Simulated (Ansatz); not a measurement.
HfO2 (rutile, P4_2/mnm), plane-wave PAW r²SCAN (Ansatz code). The conduction-band minimum lies at Γ, with 1 equivalent valley. Second derivatives d²E/dk² of the lowest band at one valley (eV·Å²), along Cartesian directions:

```tsv
direction	d²E/dk²
[100]	9.117
[010]	9.117
[001]	11.82
[110]	9.093
[101]	10.47
[011]	10.47
```

Question: Find the principal effective masses, the density-of-states mass and the conductivity mass.

Answer: Off-diagonal terms follow from H_xy = H[110] − (H_xx + H_yy)/2, and m*/mₑ = 7.620 eV·Å² over each eigenvalue: 0.64, 0.83, 0.84. One valley's DOS mass (m₁m₂m₃)^(1/3) = 0.77, conductivity mass 3/(Σ 1/mᵢ) = 0.76 mₑ.

Question: What effective density of states Nc follows at 300 K for parabolic valleys?

Answer: Nc = 2.509e19 × 1 × (0.77)^(3/2) ≈ 1.7e19 cm⁻³.

Question: With the computed static dielectric constant 26.5 (mean of the diagonal), estimate a hydrogenic donor's binding energy and radius.

Answer: E = 13.606 eV × 0.76/26.5² ≈ 15 meV; a = 0.529 Å × ε/m* ≈ 18 Å. Semilocal masses tend to be too small where the gap is.

The workflow started from a Materials Project entry (that database holds measured and hypothetical structures alike); the Crystallography Open Database copy checked does not list it. It is not the phase usual at ambient conditions (space group No. 14, 29). The cell was relaxed with r²SCAN under the symmetry of its start; of distortions, only those at the zone centre were tested. The run is not spin-polarised. Spin–orbit coupling is left out wherever it is not named.

Potentials: the earlier of the program's two PAW sets.
